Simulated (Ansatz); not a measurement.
# Kick test of a cell of Nb3GeP3S

The cell was found from a structure generator's guess, not taken from experiment.

Theory: Ansatz, DFT PBE, scalar-relativistic, plane waves, PAW. Cutoff 420 eV; k points 8×8×4 on the computed 8-atom cell (Γ-centred); Gaussian smearing, width 0.10 eV; no spin polarisation.

The cell below (8 atoms, space group P4/mmm (No. 123)) is relaxed within its symmetry.

```
Nb Ge P S
1.0
     3.59585    0.00000    0.00000
     0.00000    3.59585    0.00000
     0.00000    0.00000   10.52647
Nb Ge P S
3 1 3 1
Direct
  0.50000 0.50000 0.27889
  0.00000 0.00000 0.50000
  0.50000 0.50000 0.72111
  0.00000 0.00000 0.00000
  0.00000 0.00000 0.24044
  0.50000 0.50000 0.50000
  0.00000 0.00000 0.75956
  0.50000 0.50000 0.00000
```

For the test it was strained at random (σ = 1.5 % a component), the atoms were moved at random (σ = 0.10 Å), and all was relaxed again on a coarse 6×6×2 mesh (in the run’s order of axes) with 0.20 eV smearing, with no symmetry imposed.

Question: Does it come back?

Answer: It doesn't return. The energy falls by 28 meV/atom on that mesh, the volume changes by 2.0 %, and the end has space group P4mm (No. 99) at a loose tolerance. Relaxed again on a 10×10×4 mesh with 0.10 eV smearing, the new structure lies 24 meV/atom below the first (mesh in the axes of the run's cell; the cell below is made exact in the group named). Space group P4mm (No. 99), tetragonal, a = 3.541 Å, c = 11.056 Å. Nb on its first site has 1 P at 2.30 Å and 4 P at 2.62 Å; around Ge lie 1 P at 2.49 Å, 4 S at 2.55 Å and 1 P at 2.70 Å; around P on its first site lie 1 Ge at 2.49 Å and 4 Nb at 2.62 Å; S is surrounded by 4 Ge at 2.55 Å and 1 Nb at 2.60 Å; 4 more sites not described.

```
Nb Ge P S
1.0
     3.54135    0.00000    0.00000
     0.00000    3.54135    0.00000
     0.00000    0.00000   11.05583
Nb Ge P S
3 1 3 1
Direct
  0.50000 0.50000 0.29640
  0.00000 0.00000 0.52573
  0.50000 0.50000 0.72508
  0.00000 0.00000 0.00216
  0.00000 0.00000 0.22763
  0.50000 0.50000 0.50475
  0.00000 0.00000 0.75794
  0.50000 0.50000 0.96030
```
